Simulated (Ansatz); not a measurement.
Relaxed-ion elastic tensor of ScAl (CsCl type, space group No. 221) in GPa (Voigt order), the program Ansatz at the LDA level (PAW); density 3.30 g/cm³, 18.09 Å³ per atom.

```csv
,1,2,3,4,5,6
1,104,77.9,77.9,0.0,0.0,0.0
2,77.9,104,77.9,0.0,0.0,0.0
3,77.9,77.9,104,0.0,0.0,0.0
4,0.0,0.0,0.0,99.6,0.0,0.0
5,0.0,0.0,0.0,0.0,99.6,0.0
6,0.0,0.0,0.0,0.0,0.0,99.6
```

Question: Is the crystal mechanically stable?

Answer: Yes: the smallest eigenvalue of C is 26.1 GPa.

Question: Work out the Voigt, Reuss and Hill averages.

Answer: K_V = 86.6, K_R = 86.6, K_H = 86.6; G_V = 65.0, G_R = 27.3, G_H = 46.1 GPa.

Question: Give Young's modulus, Poisson's ratio, Pugh's ratio and the universal anisotropy index.

Answer: E = 9KG/(3K + G) = 118 GPa; ν = 0.27; K/G = 1.88 (ductile by the Pugh limit of 1.75); A_U = 5G_V/G_R + K_V/K_R − 6 = 6.90.

Question: Estimate the sound speeds and the Debye temperature.

Answer: v_l = √((K + 4G/3)/ρ) = 6700 m/s, v_t = √(G/ρ) = 3740 m/s, mean 4160 m/s; Θ = (h/k)(3n/4πV)^(1/3) v_m = 472 K.

Question: Give the Zener ratio and Young's modulus along [100], [110] and [111].

Answer: A = 2C44/(C11 − C12) = 7.62; 1/E = S11 − 2(S11 − S12 − S44/2)Γ with Γ = 0, 1/4, 1/3 gives 37.3, 98.3, 216 GPa.

Question: Solve the Christoffel equation for the three sound speeds along [100], [110], [111].

Answer: Eigenvalues of C_ijkl n_j n_l equal ρv². In km/s, slowest first: [100] 5.49, 5.49, 5.61; [110] 1.99, 5.49, 7.60; [111] 3.56, 3.56, 8.15.

Space group Pm-3m (CsCl type). The workflow started from a Materials Project entry (that database holds measured and hypothetical structures alike); the Crystallography Open Database copy checked does not list it. With Sc and Al taken as one species the cell has the higher symmetry Im-3m, so it may be an ordered model of a mixed-site phase. Whether it is the stable phase at ambient conditions was not checked. Symmetry was held in the LDA relaxation; of distortions, only those at the zone centre were tested. The run is not spin-polarised. As this level gives no gap, shear constants depend on the k-mesh and smearing (Fermi–Dirac, 0.1 eV here).

Potentials: the later of the program's two PAW sets.
